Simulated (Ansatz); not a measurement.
In$_{5}$Bi$_{3}$:
```
CELL_PARAMETERS angstrom
     -4.14606     4.14606     6.50859
      4.14606    -4.14606     6.50859
      4.14606     4.14606    -6.50859
ATOMIC_POSITIONS crystal
  In 0.50000 0.50000 0.00000
  In 0.00000 0.00000 0.00000
  In 0.31406 0.81406 0.79398
  In 0.68594 0.18594 0.20602
  In 0.81406 0.02007 0.50000
  In 0.18594 0.97993 0.50000
  In 0.02007 0.52007 0.20602
  In 0.97993 0.47993 0.79398
  In 0.52007 0.31406 0.50000
  In 0.47993 0.68594 0.50000
  Bi 0.75000 0.75000 0.00000
  Bi 0.25000 0.25000 0.00000
  Bi 0.35131 0.85131 0.20263
  Bi 0.64869 0.14869 0.79737
  Bi 0.85131 0.64869 0.50000
  Bi 0.14869 0.35131 0.50000
```

Relaxed with PBEsol. Special points in fractions of this cell's reciprocal vectors: Γ (0.000, 0.000, 0.000); X (0.000, 0.000, 0.500); P (0.250, 0.250, 0.250); N (0.000, 0.500, 0.000); M (0.500, 0.500, -0.500); S (0.351, 0.649, -0.351); S0 (-0.351, 0.351, 0.351); R (-0.203, 0.203, 0.500); G (0.500, 0.500, -0.203).

List the band energies nearest the Fermi level at these points for DFT-PBEsol in the program Ansatz with PAW potentials.

In eV from the Fermi level; about four levels below and three above (degenerate sets whole), none deeper than 8.9 eV; points with the same levels are listed once.

| k | below | above |
|---|---|---|
| Γ | -0.97 -0.97 -0.67 -0.67 -0.48 | 0.00 0.18 0.18 |
| X | -0.80 -0.64 -0.62 -0.45 | 0.01 0.06 0.49 |
| P | -1.69 -1.69 -1.27 -1.27 | 0.14 0.14 0.49 0.49 |
| N | -0.24 -0.24 -0.18 -0.18 | 0.45 0.45 1.27 1.27 |
| M | -0.17 -0.10 -0.03 -0.03 | 0.22 0.22 0.92 |
| S | -1.24 -0.46 -0.28 -0.19 | 0.27 0.63 0.86 |
| R | -1.44 -1.44 -1.20 -0.78 -0.60 | 0.06 0.09 0.78 |

Space group I4/mcm. The first step of the workflow began from a Materials Project structure, measured or hypothetical; the Crystallography Open Database files this formula in space group No. 140, but the cells were not matched. Whether it is the stable phase at ambient conditions was not checked. The cell was relaxed with PBEsol under the symmetry of its start; whether a distortion lowers the energy is not shown. Spin–orbit coupling is left out wherever it is not named.

Potentials: the later of the program's two PAW sets.
